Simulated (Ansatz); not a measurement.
## Turning moments in TiCo (Pm-3m)

```yaml
crystal:
  lattice:
    - [2.98611, 2.98611, 0.00000]
    - [2.98611, 0.00000, 2.98611]
    - [2.98611, 0.00000, -2.98611]
  atoms:
    - { symbol: Ti, position: [0.00000, 0.00000, 0.00000] }
    - { symbol: Ti, position: [0.00000, 0.50000, 0.50000] }
    - { symbol: Co, position: [0.50000, 0.25000, 0.75000] }
    - { symbol: Co, position: [0.50000, 0.75000, 0.25000] }
```

The source of the geometry is a structure from the Materials Project, repeated to hold the magnetic orders; atoms and cell stay fixed.

Functional, mesh and filling: PBE, 12×12×12 k mesh, Fermi–Dirac smearing of 0.03 eV. PAW means Ansatz 0.2.0 on its default frozen-core files. Site moments are integrated in spheres about the atoms. Start moments (μB): Co3 1, Co4 1.

The runs use spinors without spin–orbit coupling. In the held states a penalty keeps the direction of every atom that starts with a moment, the untilted ones along z, with sizes free, and the energy is taken at the target. Energies count from the run that starts parallel.

```csv
state,ΔF PAW (meV/atom),"largest moment, PAW (μB)","size of M, PAW (μB/cell)",directions kept
parallel moments on spinors,0.0,0.99,1.79,yes
Ti2 and Co4 tilted by 45° from z and held,+5.0,0.93,1.58,yes
Ti2 and Co4 tilted by 90° from z and held,+12.3,0.78,1.04,yes
Ti2 and Co4 tilted by 135° from z and held,+15.9,0.67,0.51,yes
start Co3↑ Co4↓ on spinors,+17.2,0.64,0.00,yes
```

Q: Fit ΔF(θ) = A(1 − cos θ) + B sin²θ to the PAW points, the reversed state at 180° included. How well does a Heisenberg model do?

A: A = +8.4 and B = +3.9 meV/atom, with a worst miss of 0.6 meV/atom. B isn't small beside A, so the turn needs more than bilinear exchange between fixed moments (biquadratic terms or changing moment sizes).

For the state «Ti2 and Co4 tilted by 90° from z and held», by PAW: Site moments (μB): Ti1 (0.00, 0.00, 0.00); Ti2 (0.00, 0.00, 0.00); Co3 (0.00, 0.00, 0.78); Co4 (0.78, 0.00, 0.00). Cell moment 1.04 μB.

The Ansatz runs typed with the search for lower states off end where their start leads. The magnetic state is the one that this cell and start allow. It needn't be the compound's measured order, which may need a larger cell or be absent.
